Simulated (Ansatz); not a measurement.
**Zone-centre modes in BP**

All numbers below come from DFT r2SCAN, scalar-relativistic, plane waves, PAW (Ansatz). Settings: plane waves to 500 eV, k-mesh 12×12×10 (Γ-centred), Gaussian smearing 0.05 eV. No spin polarisation.

Reference structure (relaxed at this level):

```
B P
1.0
     0.00000   -2.26827   -2.26827
    -2.26827    0.00000   -2.26827
     2.26827    2.26827   -4.53653
B P
2 2
Direct
  0.00000 0.00000 0.00000
  0.50000 0.50000 0.50000
  0.37500 0.37500 0.87500
  0.87500 0.87500 0.37500
```

Harmonic modes by finite displacements of 0.02 Å, without the LO–TO term. The cell doubles the primitive one, so its zone centre also holds the primitive cell's point q = (0, 0, 1/2).

Task: At this geometry, is the structure stable against these modes?

Result: Yes: no mode is imaginary beyond 10 cm⁻¹, and only the three translations lie near zero.

Task: List the wavenumbers in cm⁻¹.

Result: 0, 0, 0, 233, 233, 520, 770, 773, 773, 818, 818, 818.

Cost: 1 run of about 14 core-minutes, on Intel Xeon Platinum 8175M (Skylake/Cascade Lake) (shared hosts).